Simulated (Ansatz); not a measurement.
## LiHF2: consecutive steps of a trajectory

Level of theory: DFT PBEsol, scalar-relativistic, plane waves, PAW (Ansatz 0.2.0). The runs took a 420 eV cutoff, a Γ-centred 3×3×3 mesh and Fermi–Dirac smearing (0.039 eV). The mesh is coarse. No spin polarisation.

16 atoms, starting at 1.01 times the perfect crystal's volume (space group R-3m, the cell as given, not relaxed at this level); Langevin thermostat at 450 K (friction 0.05 fs⁻¹), fixed cell; 56 steps of 0.25 fs. The run is short and not equilibrated.

Positions in Å, velocities in 0.01 Å/fs, forces in eV/Å; dE is the potential energy from the first frame shown.

```xyz
16
Lattice="-2.9437 -1.6995 4.3812 2.9437 -1.6995 4.3812 0.0000 3.3991 4.3812" Properties=species:S:1:pos:R:3:v100:R:3:forces:R:3 pbc="T T T" time_fs=9.50 dE_eV=0.0000 T_K=419
Li    0.0786    0.0151    0.0299    0.4225    0.3707    0.5931   -0.2710    0.0783   -0.0538
Li   -0.0409   -1.7340    4.3399   -0.3060   -0.5437   -0.1918    0.1396   -0.0529    0.0865
Li   -1.3215    0.7832    4.3822    1.8730   -0.8275   -0.7430   -0.5567    0.1472   -0.0291
Li    1.5284    0.7961    4.5382    0.6801   -0.2889    1.2287    0.1271    0.0425   -0.3293
H     0.0083    0.2030    6.5499    1.6910   -0.3038   -0.6497   -0.0874   -0.9973    0.3085
H    -0.0848    1.6049    2.2854    0.3711   -0.2126    1.2947    0.2534    0.2548   -1.3001
H     1.3764   -0.8309    2.2162    0.8332    1.3882    0.7006    0.4460   -0.0454    0.0840
H    -1.5674   -0.9366    2.1350   -3.4783    0.9825   -1.0027    0.1481    0.4484   -0.0420
F     0.0329   -0.0024    5.4260    0.0699   -0.1087    0.1835   -0.0394    0.3919   -0.6625
F     0.0236   -1.6687    9.9011   -0.2122    0.3002    0.5844    0.0774   -0.2398   -1.7490
F    -1.4933    0.8168    9.8026   -0.1467   -0.8153   -0.0340   -0.2115    0.1232    0.0866
F     1.4166    0.9092    9.8124   -0.4452    0.3918   -0.2454    0.1089   -0.3517   -1.0752
F    -0.0236    0.0067    7.6468   -0.5587    0.9457   -0.6548    0.0525    0.4346    0.6500
F    -0.0467    1.6741    3.2982   -0.4416   -0.4523   -0.1710   -0.0058   -0.0259    2.8241
F     1.4540   -0.8408    3.3284   -0.0041    0.5673   -0.0471   -0.1517    0.0069   -0.0944
F    -1.4817   -0.8726    3.2542   -0.2151   -0.5946   -0.5603   -0.0296   -0.2147    1.2955
16
Lattice="-2.9437 -1.6995 4.3812 2.9437 -1.6995 4.3812 0.0000 3.3991 4.3812" Properties=species:S:1:pos:R:3:v100:R:3:forces:R:3 pbc="T T T" time_fs=9.75 dE_eV=0.0126 T_K=407
Li    0.0795    0.0162    0.0313    0.2616    0.4492    0.5516   -0.2665    0.0792   -0.0515
Li   -0.0413   -1.7353    4.3392   -0.0265   -0.4731   -0.3128    0.1336   -0.0550    0.0795
Li   -1.3168    0.7814    4.3805    1.9299   -0.6226   -0.5887   -0.5769    0.1446   -0.0237
Li    1.5302    0.7956    4.5414    0.7420   -0.1877    1.3478    0.1297    0.0465   -0.3328
H     0.0130    0.2019    6.5482    2.0415   -0.5616   -0.6992   -0.1139   -0.9782    0.3260
H    -0.0841    1.6043    2.2882    0.2264   -0.2668    0.9866    0.2484    0.2505   -1.3762
H     1.3787   -0.8277    2.2187    0.9546    1.1415    1.2782    0.4304   -0.0614    0.0644
H    -1.5757   -0.9339    2.1323   -3.1513    1.2051   -1.1786    0.1797    0.4316   -0.0172
F     0.0329   -0.0026    5.4265   -0.0220   -0.1092    0.1581   -0.0238    0.3774   -0.7055
F     0.0230   -1.6680    9.9025   -0.2819    0.2619    0.5075    0.0871   -0.2430   -1.7714
F    -1.4937    0.8148    9.8025   -0.2146   -0.7979   -0.0305   -0.2051    0.1385    0.0877
F     1.4153    0.9101    9.8118   -0.5825    0.3044   -0.2523    0.0966   -0.3422   -1.0977
F    -0.0251    0.0090    7.6451   -0.6202    0.8601   -0.7076    0.0686    0.4207    0.6782
F    -0.0477    1.6730    3.2978   -0.3525   -0.3874   -0.1620   -0.0011   -0.0181    2.9161
F     1.4539   -0.8392    3.3282   -0.0676    0.6508   -0.1338   -0.1427    0.0125   -0.0754
F    -1.4822   -0.8740    3.2528   -0.1790   -0.4964   -0.4965   -0.0441   -0.2036    1.2995
16
Lattice="-2.9437 -1.6995 4.3812 2.9437 -1.6995 4.3812 0.0000 3.3991 4.3812" Properties=species:S:1:pos:R:3:v100:R:3:forces:R:3 pbc="T T T" time_fs=10.00 dE_eV=0.0228 T_K=396
Li    0.0801    0.0173    0.0326    0.2625    0.4530    0.5069   -0.2588    0.0771   -0.0512
Li   -0.0415   -1.7366    4.3383   -0.1142   -0.5681   -0.4083    0.1243   -0.0584    0.0717
Li   -1.3118    0.7797    4.3789    2.0842   -0.7428   -0.6691   -0.5968    0.1426   -0.0217
Li    1.5321    0.7952    4.5448    0.7506   -0.1325    1.3306    0.1307    0.0535   -0.3394
H     0.0183    0.2004    6.5457    2.1765   -0.5993   -1.2335   -0.1432   -0.9585    0.3526
H    -0.0833    1.6036    2.2896    0.4242   -0.3089    0.1326    0.2453    0.2492   -1.4144
H     1.3813   -0.8247    2.2216    1.1784    1.2901    1.0886    0.4129   -0.0764    0.0378
H    -1.5827   -0.9309    2.1291   -2.4715    1.1930   -1.3518    0.2058    0.4135    0.0178
F     0.0329   -0.0030    5.4268    0.0079   -0.1551    0.0981   -0.0055    0.3616   -0.7502
F     0.0223   -1.6674    9.9035   -0.2313    0.2506    0.3228    0.0958   -0.2474   -1.7894
F    -1.4941    0.8128    9.8025   -0.0500   -0.8384   -0.0061   -0.1987    0.1539    0.0872
F     1.4139    0.9108    9.8113   -0.5731    0.2791   -0.1923    0.0879   -0.3310   -1.1255
F    -0.0266    0.0112    7.6433   -0.6178    0.8738   -0.6949    0.0867    0.4070    0.7018
F    -0.0485    1.6721    3.2975   -0.3068   -0.3666   -0.0821    0.0019   -0.0125    2.9697
F     1.4537   -0.8377    3.3278   -0.0341    0.5672   -0.2035   -0.1323    0.0175   -0.0466
F    -1.4827   -0.8751    3.2517   -0.1820   -0.4402   -0.4325   -0.0561   -0.1918    1.3000
16
Lattice="-2.9437 -1.6995 4.3812 2.9437 -1.6995 4.3812 0.0000 3.3991 4.3812" Properties=species:S:1:pos:R:3:v100:R:3:forces:R:3 pbc="T T T" time_fs=10.25 dE_eV=0.0294 T_K=378
Li    0.0808    0.0184    0.0340    0.2672    0.4523    0.6057   -0.2505    0.0712   -0.0539
Li   -0.0420   -1.7377    4.3375   -0.2893   -0.3370   -0.2431    0.1154   -0.0633    0.0624
Li   -1.3069    0.7776    4.3772    1.7888   -0.8815   -0.7337   -0.6141    0.1433   -0.0243
Li    1.5339    0.7950    4.5480    0.7223    0.0071    1.2911    0.1295    0.0625   -0.3499
H     0.0241    0.1985    6.5426    2.4536   -0.9352   -1.2406   -0.1742   -0.9375    0.3895
H    -0.0818    1.6041    2.2891    0.7727    0.6657   -0.5097    0.2424    0.2477   -1.4033
H     1.3842   -0.8221    2.2248    1.1044    0.7733    1.4141    0.3953   -0.0894    0.0100
H    -1.5885   -0.9281    2.1255   -2.1112    0.9970   -1.5688    0.2263    0.3966    0.0602
F     0.0329   -0.0035    5.4271   -0.0382   -0.2263    0.1255    0.0140    0.3449   -0.7954
F     0.0217   -1.6668    9.9043   -0.2216    0.1937    0.3089    0.1054   -0.2500   -1.8082
F    -1.4942    0.8107    9.8025   -0.0373   -0.8049    0.0796   -0.1929    0.1685    0.0852
F     1.4123    0.9116    9.8107   -0.6576    0.3472   -0.2426    0.0822   -0.3200   -1.1552
F    -0.0281    0.0135    7.6417   -0.5596    0.9894   -0.5690    0.1053    0.3925    0.7182
F    -0.0494    1.6712    3.2973   -0.4081   -0.3060   -0.0666    0.0040   -0.0091    2.9798
F     1.4537   -0.8364    3.3273   -0.0123    0.4712   -0.1487   -0.1218    0.0227   -0.0127
F    -1.4831   -0.8763    3.2506   -0.1360   -0.4700   -0.3883   -0.0663   -0.1806    1.2976
16
Lattice="-2.9437 -1.6995 4.3812 2.9437 -1.6995 4.3812 0.0000 3.3991 4.3812" Properties=species:S:1:pos:R:3:v100:R:3:forces:R:3 pbc="T T T" time_fs=10.50 dE_eV=0.0334 T_K=392
Li    0.0815    0.0195    0.0358    0.3199    0.3788    0.8113   -0.2427    0.0631   -0.0582
Li   -0.0428   -1.7385    4.3368   -0.3312   -0.2811   -0.3137    0.1073   -0.0693    0.0525
Li   -1.3028    0.7755    4.3754    1.5078   -0.8357   -0.6571   -0.6276    0.1458   -0.0290
Li    1.5358    0.7948    4.5513    0.8117   -0.1833    1.3272    0.1260    0.0730   -0.3626
H     0.0303    0.1961    6.5394    2.5023   -1.0040   -1.3443   -0.2063   -0.9141    0.4310
H    -0.0795    1.6066    2.2877    1.0394    1.3235   -0.6182    0.2380    0.2414   -1.3684
H     1.3871   -0.8206    2.2282    1.2462    0.3673    1.2914    0.3774   -0.0966   -0.0200
H    -1.5936   -0.9248    2.1217   -1.9728    1.6306   -1.4100    0.2442    0.3781    0.1044
F     0.0328   -0.0040    5.4274   -0.0082   -0.2430    0.1580    0.0333    0.3276   -0.8417
F     0.0211   -1.6665    9.9049   -0.2671    0.1071    0.2037    0.1168   -0.2484   -1.8306
F    -1.4944    0.8086    9.8028   -0.1210   -0.8773    0.1331   -0.1865    0.1801    0.0815
F     1.4106    0.9125    9.8101   -0.6896    0.3631   -0.2309    0.0777   -0.3085   -1.1843
F    -0.0294    0.0162    7.6404   -0.5070    1.1406   -0.4989    0.1240    0.3764    0.7311
F    -0.0504    1.6704    3.2971   -0.3887   -0.3604   -0.0746    0.0058   -0.0057    2.9735
F     1.4539   -0.8352    3.3269    0.1838    0.4897   -0.1677   -0.1114    0.0258    0.0260
F    -1.4834   -0.8773    3.2497   -0.1504   -0.3799   -0.3652   -0.0760   -0.1688    1.2950
16
Lattice="-2.9437 -1.6995 4.3812 2.9437 -1.6995 4.3812 0.0000 3.3991 4.3812" Properties=species:S:1:pos:R:3:v100:R:3:forces:R:3 pbc="T T T" time_fs=10.75 dE_eV=0.0363 T_K=411
Li    0.0823    0.0206    0.0377    0.2816    0.5621    0.7557   -0.2345    0.0528   -0.0633
Li   -0.0435   -1.7392    4.3362   -0.2569   -0.2769   -0.2180    0.0985   -0.0753    0.0433
Li   -1.2990    0.7733    4.3738    1.5730   -0.8941   -0.6803   -0.6388    0.1493   -0.0340
Li    1.5378    0.7944    4.5545    0.7513   -0.0955    1.2310    0.1204    0.0852   -0.3755
H     0.0368    0.1937    6.5363    2.7384   -0.9358   -1.1591   -0.2397   -0.8901    0.4721
H    -0.0767    1.6099    2.2858    1.1853    1.3262   -0.8942    0.2325    0.2335   -1.3208
H     1.3897   -0.8195    2.2319    0.8238    0.5324    1.6607    0.3616   -0.1021   -0.0557
H    -1.5980   -0.9199    2.1182   -1.5623    2.3476   -1.4364    0.2588    0.3532    0.1490
F     0.0326   -0.0047    5.4278   -0.1483   -0.2664    0.1518    0.0534    0.3096   -0.8893
F     0.0204   -1.6663    9.9054   -0.3140    0.0077    0.2122    0.1293   -0.2452   -1.8548
F    -1.4947    0.8064    9.8033   -0.1465   -0.9139    0.2329   -0.1803    0.1909    0.0740
F     1.4090    0.9135    9.8096   -0.6012    0.4453   -0.2133    0.0744   -0.2938   -1.2158
F    -0.0306    0.0190    7.6390   -0.4728    1.1618   -0.5873    0.1435    0.3597    0.7453
F    -0.0514    1.6697    3.2970   -0.4100   -0.2171   -0.0742    0.0074   -0.0023    2.9578
F     1.4544   -0.8339    3.3264    0.2390    0.5553   -0.2509   -0.1027    0.0281    0.0736
F    -1.4838   -0.8783    3.2489   -0.1710   -0.4174   -0.2965   -0.0839   -0.1537    1.2943
16
Lattice="-2.9437 -1.6995 4.3812 2.9437 -1.6995 4.3812 0.0000 3.3991 4.3812" Properties=species:S:1:pos:R:3:v100:R:3:forces:R:3 pbc="T T T" time_fs=11.00 dE_eV=0.0398 T_K=407
Li    0.0829    0.0220    0.0395    0.2454    0.5476    0.6508   -0.2252    0.0414   -0.0681
Li   -0.0440   -1.7398    4.3357   -0.1750   -0.2342   -0.1341    0.0889   -0.0812    0.0345
Li   -1.2950    0.7710    4.3724    1.6026   -0.9983   -0.4145   -0.6496    0.1535   -0.0397
Li    1.5396    0.7941    4.5574    0.7231   -0.1580    1.0931    0.1142    0.0979   -0.3875
H     0.0443    0.1909    6.5335    3.2786   -1.2395   -1.0196   -0.2769   -0.8643    0.5099
H    -0.0730    1.6133    2.2837    1.7739    1.3906   -0.7782    0.2248    0.2256   -1.2704
H     1.3916   -0.8184    2.2357    0.6748    0.3949    1.4226    0.3493   -0.1075   -0.0970
H    -1.6019   -0.9141    2.1147   -1.6079    2.2324   -1.3731    0.2717    0.3255    0.1947
F     0.0323   -0.0053    5.4282   -0.1099   -0.2279    0.1819    0.0764    0.2905   -0.9374
F     0.0196   -1.6663    9.9057   -0.2995    0.0325    0.0191    0.1431   -0.2419   -1.8786
F    -1.4950    0.8041    9.8038   -0.0844   -0.8884    0.2284   -0.1761    0.2017    0.0630
F     1.4075    0.9145    9.8090   -0.5817    0.3968   -0.2418    0.0719   -0.2776   -1.2494
F    -0.0319    0.0219    7.6376   -0.5765    1.1611   -0.5750    0.1651    0.3425    0.7630
F    -0.0524    1.6690    3.2967   -0.3706   -0.2875   -0.1651    0.0093    0.0008    2.9395
F     1.4550   -0.8325    3.3257    0.2331    0.5527   -0.2962   -0.0959    0.0304    0.1291
F    -1.4841   -0.8793    3.2481   -0.0873   -0.3703   -0.3552   -0.0909   -0.1371    1.2944
```

What is the next frame? The thermostat's random kicks make it one of many possible.

```xyz
16
Lattice="-2.9437 -1.6995 4.3812 2.9437 -1.6995 4.3812 0.0000 3.3991 4.3812" Properties=species:S:1:pos:R:3:v100:R:3:forces:R:3 pbc="T T T" time_fs=11.25 dE_eV=0.0444 T_K=416
Li    0.0835    0.0234    0.0412    0.2377    0.5691    0.6915   -0.2150    0.0315   -0.0727
Li   -0.0444   -1.7407    4.3354   -0.1000   -0.4582   -0.1335    0.0781   -0.0851    0.0253
Li   -1.2909    0.7687    4.3712    1.6810   -0.8601   -0.5458   -0.6607    0.1558   -0.0447
Li    1.5412    0.7937    4.5603    0.5578   -0.2026    1.2146    0.1087    0.1105   -0.3988
H     0.0531    0.1877    6.5314    3.7068   -1.3506   -0.7033   -0.3189   -0.8366    0.5433
H    -0.0685    1.6169    2.2819    1.8609    1.5123   -0.6716    0.2153    0.2165   -1.2310
H     1.3934   -0.8174    2.2395    0.7400    0.3395    1.5747    0.3372   -0.1111   -0.1398
H    -1.6060   -0.9082    2.1109   -1.6068    2.5324   -1.6568    0.2854    0.2967    0.2460
F     0.0321   -0.0059    5.4287   -0.0661   -0.2317    0.1837    0.1014    0.2704   -0.9823
F     0.0189   -1.6662    9.9058   -0.3163    0.0550    0.0142    0.1579   -0.2382   -1.8990
F    -1.4953    0.8021    9.8044   -0.1430   -0.7185    0.2212   -0.1719    0.2105    0.0511
F     1.4063    0.9157    9.8084   -0.4074    0.5241   -0.2609    0.0690   -0.2613   -1.2864
F    -0.0335    0.0248    7.6362   -0.6399    1.1662   -0.5203    0.1898    0.3240    0.7811
F    -0.0533    1.6684    3.2962   -0.3798   -0.2180   -0.1882    0.0116    0.0049    2.9289
F     1.4556   -0.8311    3.3250    0.2406    0.5525   -0.2717   -0.0893    0.0315    0.1863
F    -1.4844   -0.8803    3.2472   -0.1007   -0.4121   -0.3272   -0.0987   -0.1202    1.2925
```